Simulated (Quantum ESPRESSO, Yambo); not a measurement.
## G0W0 results for LiO2H3

```
LiO2H3
1.0
    3.12793     0.00000     0.00000
   -1.26002     5.35483     0.00000
   -1.29856    -0.91227     5.27533
H Li O
6 2 4
Direct
  0.64021   0.48215   0.24466
  0.35979   0.51785   0.75534
  0.35770   0.25587   0.01683
  0.64230   0.74413   0.98317
  0.18257   0.76427   0.26860
  0.81743   0.23573   0.73140
  0.00095   0.15220   0.34618
  0.99905   0.84780   0.65382
  0.49881   0.29363   0.20565
  0.50119   0.70637   0.79435
  0.89132   0.78508   0.28665
  0.10868   0.21492   0.71335
```

The geometry is that of Materials Project entry mp-27281, symmetrised and not relaxed again.

Starting point: norm-conserving LDA (Quantum ESPRESSO, 84 Ry, without SOC). G0W0 in Yambo: 4×2×2 Γ-centred k mesh, bands 3 to 164 and a 8 Ry block in the screening, 164 bands in G with the Bruneval-Gonze terminator, plasmon pole fitted at 27.2 eV.

```json
{
 "LDA gap along the band path": "4.78 eV",
 "LDA gap between the mesh's edge points ((-0.5, -0.5, -0.5) → Γ)": "4.78 eV",
 "G0W0 gap between the same points": "7.95 eV",
 "LDA smallest direct gap on the mesh (at Γ)": "4.99 eV",
 "G0W0 direct gap at that point": "8.16 eV"
}
```

```
k point             band  E LDA (eV)  E QP (eV)  shift (eV)     Z
------------------  ----  ----------  ---------  ----------  ----
Γ                     VB       -0.21      -1.95       -1.75  0.81
Γ                     CB        4.78       6.21        1.43  0.87
(-0.5, -0.5, -0.5)    VB        0.00      -1.75       -1.75  0.81
(-0.5, -0.5, -0.5)    CB        7.79       9.45        1.66  0.87
```

Energies count from the LDA valence-band maximum.

Nearest settings tried, and what they do to the gap: 127 bands in W, 127 bands in G: -1 meV; 6 Ry block (147 vectors against 229): -116 meV; 6×4×4 mesh: +28 meV. So the settings aren't converged at that level.

The structure is a Materials Project entry; no match was found in the copy of COD used, and its stability was not checked.

The distance between layers or molecules is the database entry's, not relaxed here. Functionals without dispersion can leave it too large, which widens gaps and weakens the response across layers: the numbers belong to this cell.
